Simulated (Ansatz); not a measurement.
LaTl (CsCl type)

```
LaTl
1.0
    3.97704     0.00000     0.00000
    0.00000     3.97704     0.00000
    0.00000     0.00000     3.97704
La Tl
1 1
Cartesian
  0.00000   0.00000   0.00000
  1.98852   1.98852   1.98852
```

The slice is a {110} plane (indices of the conventional cell) through the point (0.000, 0.000, 0.000) (fractional), spanned by u = [100] and v = [011] in vectors of this cell: u (3.98 Å) and v (5.62 Å, at 90° to u). It covers one period; positions are fractions (u, v).

All values below come from r2SCAN (plane waves to 500 eV, PAW, scalar-relativistic; Ansatz, a first-principles code). k mesh 12×12×12. These are valence fields of a PAW run, semicore shells included where kept as valence: close to a nucleus they are smooth pseudo fields. LaTl is run without spin polarisation. LaTl was relaxed with its symmetry unable to fall. Spin-orbit coupling is left out, though Tl is heavy.

### Question
What is the ELF at the density minimum of the shortest La–Tl line in this plane (3.44 Å)?

### Answer
0.1.

### Question
What is the valence density on the shortest La–Tl line in this plane (3.44 Å), at its minimum between the atoms?

### Answer
0.12 e/Å³.

### Question
Sketch the electrostatic potential energy of an electron, from the cell's mean on this plane as a map.

### Answer
```
|xxxxxxxxxxxx      --++****++--      xxxxxxxxxx|
|xxxxxxxxxxxx    ..--++****++--..    xxxxxxxxxx|
|xxxxxxxxxx      ::==********==::      xxxxxxxx|
|xxxxxxxxxx      --++**####**++--      xxxxxxxx|
|xxxxxx        ::==**########**==::        xxxx|
|            ::==++**########**++==::          |
|          ::==++******####******++==::        |
|  ....::--==++++++++++++++++++++++++==--::....|
|======++++++++++==--::::::::--==++++++++++====|
|**********++==--..            ..--==++********|
|########**++--    xxxxxxxxxxxx    --++**######|
|%%%%%%##**==    xxxxxxxxxxxxxxxx    ==**##%%%%|
|@@@@%%##++::  xxxxxxxxxxxxxxxxxxxx  ::++##%%@@|
|@@@@%%##++    xxxxxxxxxxxxxxxxxxxx    ++##%%@@|
|@@@@%%##==  xxxxxxxxxxxxxxxxxxxxxxxx  ==##%%@@|
|@@@@%%##==  xxxxxxxxxxxxxxxxxxxxxxxx  ==##%%@@|
|@@@@%%##==  xxxxxxxxxxxxxxxxxxxxxxxx  ==##%%@@|
|@@@@%%##++    xxxxxxxxxxxxxxxxxxxx    ++##%%@@|
|@@@@%%##++::  xxxxxxxxxxxxxxxxxxxx  ::++##%%@@|
|%%%%%%##**==    xxxxxxxxxxxxxxxx    ==**##%%%%|
|########**++--    xxxxxxxxxxxx    --++**######|
|**********++==--..            ..--==++********|
|======++++++++++==--::::::::--==++++++++++====|
|  ....::--==++++++++++++++++++++++++==--::....|
|          ::==++******####******++==::        |
|            ::==++**########**++==::          |
|xxxxxx        ::==**########**==::        xxxx|
|xxxxxxxxxx      --++**####**++--      xxxxxxxx|
|xxxxxxxxxx      ::==********==::      xxxxxxxx|
|xxxxxxxxxxxx    ..--++****++--..    xxxxxxxxxx|
|xxxxxxxxxxxx      --++****++--      xxxxxxxxxx|
|xxxxxxxxxxxx      --++++++++--      xxxxxxxxxx|
```
Scale: ten equal steps from 1.00 (start of ' ') to 9.57 (end of '@'), in the order ' .:-=+*#%@'. Values: electrostatic potential energy of an electron, from the cell's mean, in eV. The map has 23 points along u (two characters each, u = 0 at the left) and 32 along v (v = 0 in the bottom row). Points within 1 Å of a nucleus are blanked (x), as the pseudised field means little there. Values under 1 eV are set to 1. The zero, the cell's mean, hangs on the PAW cores.
